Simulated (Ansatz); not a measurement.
Computed properties of LuTl3

LuTl₃:
```cif
data_LuTl3
_chemical_formula_sum 'Lu1 Tl3'
_space_group_name_H-M_alt 'Pm-3m'
_space_group_IT_number 221
_space_group_name_Hall '-P 4 2 3'
_cell_length_a 4.69420
_cell_length_b 4.69420
_cell_length_c 4.69420
_cell_angle_alpha 90.000
_cell_angle_beta 90.000
_cell_angle_gamma 90.000
loop_
_atom_site_label
_atom_site_type_symbol
_atom_site_symmetry_multiplicity
_atom_site_Wyckoff_symbol
_atom_site_fract_x
_atom_site_fract_y
_atom_site_fract_z
_atom_site_occupancy
Lu1 Lu 1 a 0.00000 0.00000 0.00000 1
Tl1 Tl 3 c 0.00000 0.50000 0.50000 1
```

Space group Pm-3m (No. 221), Cu3Au type; conventional cell a = b = c = 4.694 Å, α = β = γ = 90.00°.

Method: r²SCAN (plane waves, PAW; program Ansatz). The cell and atoms are relaxed at this level. Other levels are named where they apply.

**Cell and energy**

```yaml
volume_per_atom: 25.86 Å³
density: 12.65 g/cm³
Formation energy from the elements (no fitted shifts): -0.17 eV/atom
```

**Electronic structure**

```yaml
electronic_character: metallic (no gap)
Density of states at the Fermi level: 0.49 states/eV per atom (mean over ±0.08 eV)
Gap with spin–orbit coupling: none (metallic)
```

**Mechanics**

```yaml
Bulk modulus (Birch–Murnaghan fit): 53.9 GPa
Pressure derivative B′: 5.1
```

**Charges**

```yaml
bader_charges: Lu +1.52, Tl -0.51 e
```

The workflow started from an entry of the Crystallography Open Database (COD). Its standing as an ambient phase is unchecked. The cell was relaxed with r²SCAN under the symmetry of its start; whether a distortion lowers the energy is not shown. The references are the lowest solids computed at this level, not always the standard phases. Scalar-relativistic: spin–orbit coupling is off unless named, which matters more the heavier the elements.

Potentials: the later of the program's two PAW sets.
